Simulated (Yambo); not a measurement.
RbO2H3 (space group Cmc2_1, No. 36), G0W0@PBEsol in Yambo with this input:

```
rim_cut
gw0
dyson
el_el_corr
HF_and_locXC
ppa
em1d
RandQpts= 1000000
RandGvec= 1 Ry
EXXRLvcs= 84 Ry
VXCRLvcs= 336 Ry
Chimod= "HARTREE"
% BndsRnXp
 1 | 147 |
%
NGsBlkXp= 6 Ry
% LongDrXp
 1.0 | 1.0 | 1.0 |
%
PPAPntXp= 27.2114 eV
% GbndRnge
 1 | 147 |
%
GTermKind= "BG"
DysSolver= "n"
ExtendOut
```

On a 4×4×2 mesh, with wavefunctions cut at 84 Ry, the gap ((0.25, -0.5, 0) → Γ) is 7.088 eV and the valence edge shifts by -1.661 eV.

Question: What happens with this change: no random integration?

Answer: The gap falls by 0.034 eV, to 7.054 eV; the shift of the valence edge becomes -1.595 eV. Neither run is shown to be the converged limit.

Geometry of the Materials Project entry, not relaxed at this level; primitive cell a = b = 5.833 Å, c = 5.940 Å, α = β = 90.00°, γ = 137.57°.

The structure is a Materials Project entry; no match was found in the copy of COD used, and its stability was not checked.

A shift is the quasiparticle energy of the state minus its PBEsol energy.
